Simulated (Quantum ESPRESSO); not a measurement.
```xyz
9
Lattice="4.9641 0.0000 0.0000 -2.4821 4.2991 0.0000 0.0000 0.0000 5.3227" Properties=species:S:1:pos:R:3 pbc="T T T"
Si     1.3208     2.2876     0.0000
Si     2.3226     0.0000     1.7742
Si    -1.1613     2.0114     3.5484
O      0.3164     1.7713     4.1597
O      0.7898     3.6874     0.6113
O     -1.1062     3.1394     2.3855
O      1.3758     1.1597     1.1630
O      2.7985     2.5277     4.7114
O      3.2719     0.6117     2.9372
```
The cell was made here from a computed Materials Project entry: strained by -2 % along the unique axis and by +1 % across it, atoms relaxed (PBE without dispersion, pw.x of a modified build of Quantum ESPRESSO, symmetry kept). The parent is SiO2 in P3₁21. Stability against distortions was not tested.

A lattice sum over point charges, one formal value an element (Si +4, O -2), with no Sternheimer factor, costs far less than a self-consistent run. Taken along the main axis of each site's self-consistent tensor, it gives:

```
site                        V along that axis, point charges (a.u.)
--------------------------  ---------------------------------------
Si (atoms 1, 2, 3)                                            0.023
O (atoms 4, 5, 6, 7, 8, 9)                                    0.406
```

### Question
How do the values of a PBE PAW density (pw.x of Quantum ESPRESSO, JTH datasets) with the all-electron reconstruction of Petrilli and co-workers compare?

### Answer
```json
[
 {"site": "Si", "Vzz, PAW (a.u.)": "-0.076", "PAW over point charges": "-3.3"},
 {"site": "O", "Vzz, PAW (a.u.)": "0.933", "PAW over point charges": "2.3"}
]
```
Along that axis the sign differs on Si.  Cores are frozen. Against all-electron runs on small test molecules, this scheme's |Vzz| missed by −6 % on Si, −2 to +6 % on O.
